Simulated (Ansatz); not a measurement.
BP:
```xyz
2
Lattice="0.0000 2.2682 2.2682 2.2682 0.0000 2.2682 2.2682 2.2682 0.0000" Properties=species:S:1:pos:R:3 pbc="T T T"
B      1.1341     1.1341     1.1341
P      2.2682     2.2682     2.2682
```

This is the r²SCAN-relaxed structure. Tensor components refer to the Cartesian frame of this cell.

Q: All from r²SCAN (plane waves, PAW; program Ansatz), unless another level is named. Estimate the zero-point energy.

A: 102.5 meV/atom.

Q: Give the highest zone-centre frequency (without LO–TO term).

A: 819 cm^-1.

Q: Next, the Debye temperature from the elastic constants?

A: 1100 K.

Q: Next, the piezoelectric stress constants (proper, relaxed ions, C/m²)?

A: e14 = e25 = e36 = -0.13.

Q: Next, the vibrational entropy at 300 K?

A: 9.7 J/(K·mol of atoms).

Space group F-43m (zinc blende). The r²SCAN relaxation kept the symmetry of its start; phonons on a q-mesh show no instability. The volume moved by 17 % from the start of the relaxation.

Potentials: the later of the program's two PAW sets.
